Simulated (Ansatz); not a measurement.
The calculation used Ansatz 0.2.0, DFT PBE, scalar-relativistic, plane waves, PAW. Settings: cutoff 420 eV, Γ-centred meshes spaced at most about 0.3 Å⁻¹, and about 0.25 Å⁻¹ or finer for metals (2π included), Gaussian smearing. No spin polarisation in the final relaxations.

All energies are static (0 K, no zero-point motion).

Two relaxed structures of Zr3SeS2:

A.

```
Zr Se S
1.0
     3.11889   -5.66484    0.00000
     3.11889    5.66484    0.00000
     0.00000    0.00000    3.85317
Zr Se S
3 1 2
Direct
  0.00000 0.50000 0.00000
  0.50000 0.00000 0.00000
  0.50000 0.50000 0.50000
  0.00000 0.00000 0.50000
  0.28142 0.71858 0.50000
  0.71858 0.28142 0.50000
```

B.

```
Zr Se S
1.0
     3.26953    0.00000    0.00000
     0.00000    3.26953    0.00000
     0.00000    0.00000    9.81772
Zr Se S
3 1 2
Cartesian
  1.6348 1.6348 1.6994
  1.6348 1.6348 4.9089
  1.6348 1.6348 8.1183
  0.0000 0.0000 0.0000
  0.0000 0.0000 3.3003
  0.0000 0.0000 6.5174
```

**Question.** Which would you expect to be lower, and how large is the difference?

**Answer.** B is lower, by 0.57 eV/atom. A has space group Cmmm (No. 65), 22.7 Å³/atom and no gap on its mesh; B has Se and S ordered on caesium chloride sites, space group P4/mmm (No. 123), 17.5 Å³/atom and no gap. Counting S or Se atoms around Zr (for each partner element, those within 1.25 times its shortest distance or 1.15 times the sum of covalent radii, where it is the nearest in units of that sum or under 1.3; a plus sign parts groups by distance over the sum of covalent radii; a slash parts the counts of unlike sites), A has Zr 2+2/4+4 and B has Zr 8. The denser one is the lower, and pressure would at first widen the difference. In A, around Zr on a site of symmetry 2/m lie 4 S at 2.50 Å and 2 Zr at 3.12 Å; Se has 2 Zr at 3.12 Å and 2 S at 3.19 Å; around S lie 5 Zr at 2.48–2.50 Å, 1 Se at 3.19 Å and 2 S at 3.20 Å; 1 more site not described. In B, around Zr on a site of symmetry 4mm lie 4 S at 2.81 Å, 4 Se at 2.87 Å and 6 Zr at 3.21–3.40 Å; around Se lie 8 Zr at 2.87 Å, 4 Se at 3.27 Å and 2 S at 3.30 Å; S has 8 Zr at 2.81–2.82 Å, 5 S at 3.22–3.27 Å and 1 Se at 3.30 Å; 1 more site not described. Both come from invented guesses. A third cell relaxed alike, in P-6m2, lies 103 meV/atom below the lower of the two.

Cells relaxed within their symmetry can be saddle points.
